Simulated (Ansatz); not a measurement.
An Ansatz (a program for electronic structure) input:

Ansatz 0.2 input:
```yaml
crystal:
  lattice:
    - [-2.103386076, 2.103386076, 8.9884907855]
    - [2.103386076, -2.103386076, 8.9884907855]
    - [2.103386076, 2.103386076, -8.9884907855]
  atoms:
    - { symbol: In, position: [0.3372226708, 0.3372226708, 0.0] }
    - { symbol: In, position: [0.6627773292, 0.6627773292, 0.0] }
    - { symbol: Ga, position: [0.0, 0.0, 0.0] }
    - { symbol: As, position: [0.25, 0.75, 0.5] }
    - { symbol: As, position: [0.574923695, 0.074923695, 0.5] }
    - { symbol: As, position: [0.925076305, 0.425076305, 0.5] }
kpoints:
  mp_grid: { grid: [6, 6, 6] }
hamiltonian:
  xc: hse06
  pseudopotentials: { kind: paw }
scf:
  n_extra_bands: 6
  occupations: { method: fixed }
output:
  eigenvalues: true
  eigenstates:
    e_range: [-9.0, 8.3]
    kpoints:
      - [0.0, 0.0, 0.0]  # VBM
      - [0.0, 0.0, 0.0]  # CBM
```

How many symmetry operations and irreducible k-points will the run report?

8 operations, 30 of 216 k-points.

With a cutoff of 420 eV, how many plane waves at Γ?

3075.

It took very roughly 25 core-minutes on shared server cores.

The points marked VBM and CBM come from a semilocal run.

Space group I-4m2. The workflow started from a Materials Project entry (that database holds measured and hypothetical structures alike); the Crystallography Open Database copy checked does not list it. With In and Ga taken as one species the cell has the higher symmetry F-43m, so it may be an ordered model of a mixed-site phase. Whether it is the stable phase at ambient conditions was not checked. Symmetry was held in the r²SCAN relaxation; whether a distortion lowers the energy is not shown.

Potentials: the later of the program's two PAW sets.

Ansatz is a plane-wave DFT program.
